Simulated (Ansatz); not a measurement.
ZrB₂ (AlB2 type, space group P6/mmm)

```xyz
6
Lattice="6.3354 0.0000 0.0000 -1.5839 2.7433 0.0000 0.0000 0.0000 3.5503" Properties=species:S:1:pos:R:3 pbc="T T T"
Zr     0.0000     0.0000     0.0000
Zr     3.1677     0.0000     0.0000
B      0.0000     1.8289     1.7751
B      3.1677     1.8289     1.7751
B      1.5839     0.9144     1.7751
B      4.7516     0.9144     1.7751
```

In this cell atom 2 (Zr, nearest neighbour B at 2.549 Å; its periodic images, 3.2 Å or more away, move with it) is moved by s along Cartesian [111], unit vector (0.577, 0.577, 0.577); all other atoms and the cell stay fixed.

Computed with r2SCAN (plane waves to 500 eV, PAW, scalar-relativistic; Ansatz, a quantum-chemistry and plane-wave program). k mesh 7×14×11 (Γ-centred), Fermi-Dirac smearing 0.05 eV. E stands for the smeared free energy. With partly filled bands, energies and forces of such displacements shift with the k mesh and the smearing. ZrB2 is run without spin polarisation. ZrB2 was relaxed with its symmetry unable to fall. The zero of ΔE is the undisplaced structure. The last digit holds for this mesh only.

```csv
s (Å),ΔE (meV/cell)
-0.250,628.5
-0.200,398.2
-0.150,222.2
-0.100,98.2
-0.050,24.5
0.000,0.0
0.050,24.5
0.100,98.2
0.150,222.2
0.200,398.2
0.250,628.5
```

Task: What force constant k = d²E/ds² at s = 0 does the table give?

Result: 20 eV/Å². It is the second difference of the nearest points, corrected with the next pair.

Task: With k = 19.56 eV/Å² from the forces, is the well harmonic out to s = 0.250 Å?

Result: ½ks² = 611 meV/cell against the computed 629 meV/cell, so the well is close to harmonic there.

(A displaced cell: forces are minus the slopes of the energy, force constants its curvatures, and phonons follow from these.)
